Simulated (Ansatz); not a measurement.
MgGeP₂ (chalcopyrite, I-42d), DFT-PBE in the program Ansatz with PAW potentials, all energies at zero smearing, with the estimated change up to a 700 eV cutoff added, with one set of potentials and settings (totals compare only within such a set). Cell of 8 atoms (2 Mg, 2 Ge, 4 P): -15462.932 eV.

```
element                reference phase  E (eV/atom)
-------  -----------------------------  -----------
Mg       P6_3/mmc, 2 atoms in the cell   -1923.8026
Ge          Fd-3m, 2 atoms in the cell   -4294.9847
P            Cmce, 4 atoms in the cell    -755.6743
```

Formation energy per atom, worked out: (-15462.932 − 2×(-1923.8026) − 2×(-4294.9847) − 4×(-755.6743))/8 = -0.333 eV/atom (-32 kJ per mol of atoms), at 0 K, without zero-point energy or fitted corrections.

The first step of the workflow began from a Materials Project structure, measured or hypothetical; the Crystallography Open Database copy checked does not list it. Whether it is the stable phase at ambient conditions was not checked. The cell was relaxed with PBE under the symmetry of its start; whether a distortion lowers the energy is not shown. The references are the lowest solids computed at this level, not always the standard phases.

Potentials: the later of the program's two PAW sets.
